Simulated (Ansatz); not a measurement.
Input and command of a plane-wave DFT calculation in Ansatz:

```yaml
crystal:
  lattice:
    - [-3.0035, 4.238, 3.0315]
    - [3.0035, -4.238, 3.0315]
    - [3.0035, 4.238, -3.0315]
  atoms:
    - { symbol: Ba, position: [0.2467, 0.9967, 0.25] }
    - { symbol: Ba, position: [0.7533, 0.0033, 0.75] }
    - { symbol: Pb, position: [0.5, 0.5, 0.0] }
    - { symbol: Pb, position: [0.0, 0.5, 0.5] }
    - { symbol: O, position: [0.2187, 0.5, 0.2187] }
    - { symbol: O, position: [0.7813, 0.0, 0.2813] }
    - { symbol: O, position: [0.7813, 0.5, 0.7813] }
    - { symbol: O, position: [0.2187, 0.0, 0.7187] }
    - { symbol: O, position: [0.6953, 0.4453, 0.25] }
    - { symbol: O, position: [0.3047, 0.5547, 0.75] }
basis:
  ecutwfc: 500
kpoints:
  mp_grid: { grid: [8, 8, 8] }
hamiltonian:
  xc: r2scan
scf:
  occupations: { method: gaussian, width: 0.01 }
output:
  forces: true
  stress: true
  eigenvalues: true
relax:
  adjacent_minimum: "off"
  f_tol: 0.01
  max_steps: 40
```

```bash
ansatz run input.yaml --threads 2 --pin off --max-ram 5120MiB --backend cpu --events-out ev --progress --plain --runs-dir out
```

Processor: Arm Neoverse V2, 2 threads, on a host shared with other jobs.

Q: How long does it run, and how much memory does it take?

A: About 3.6 min on 2 threads of Arm Neoverse V2 (shared host), peak memory 1.3 GiB. It solves 52 bands at 95 k points (the mesh reduced by symmetry) with about 3855 plane waves, in 35 SCF iterations over 5 ionic steps.
